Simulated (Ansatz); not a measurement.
ScTlP₂S₇:
Space group C2 (No. 5); a = 8.6708 Å, b = 9.8595 Å, c = 6.2791 Å, α = 90.00°, β = 98.07°, γ = 90.00°

```
atom  site  symmetry       x       y       z
----  ----  --------  ------  ------  ------
Sc      2a         2  0.0000  0.5527  0.0000
Tl      2b         2  0.5000  0.6649  0.5000
P       4c         1  0.1974  0.9040  0.0907
S       4c         1  0.3315  0.0259  0.2995
S       4c         1  0.2005  0.3773  0.1750
S       2a         2  0.0000  0.0336  0.0000
S       4c         1  0.1375  0.7397  0.2504
```
(The calculation used a cell of 11 atoms; values per cell refer to that cell.)

Relaxed with r²SCAN+D4.

Q: Tabulate the valence density and the electron localisation function along the shortest Sc–P contact (3.13 Å), plane-wave PAW r²SCAN+D4 (Ansatz code).

A: 

| distance from Sc (Å) | density (e/Å³) | ELF |
|---|---|---|
| 0.31 | 6.63 | 0.41 |
| 0.47 | 4.93 | 0.68 |
| 0.63 | 2.77 | 0.73 |
| 0.78 | 1.18 | 0.57 |
| 0.94 | 0.45 | 0.20 |
| 1.09 | 0.21 | 0.05 |
| 1.25 | 0.15 | 0.05 |
| 1.41 | 0.15 | 0.08 |
| 1.56 | 0.17 | 0.13 |
| 1.72 | 0.21 | 0.20 |
| 1.88 | 0.28 | 0.29 |
| 2.03 | 0.37 | 0.41 |
| 2.19 | 0.49 | 0.52 |
| 2.34 | 0.61 | 0.54 |
| 2.50 | 0.63 | 0.41 |
| 2.66 | 0.47 | 0.13 |
| 2.81 | 0.22 | 0.01 |

The density is the valence pseudo-density with augmentation charge, so density and ELF within about 1 Å of a nucleus are not all-electron values.

The workflow started from a Materials Project entry (that database holds measured and hypothetical structures alike); the Crystallography Open Database copy checked does not list it. Whether it is the stable phase at ambient conditions was not checked. The r²SCAN+D4 relaxation kept the symmetry of its start; its stability against distortions is not shown here. No spin polarisation was allowed. Scalar-relativistic: spin–orbit coupling is off unless named, which matters more the heavier the elements.

Potentials: the later of the program's two PAW sets.
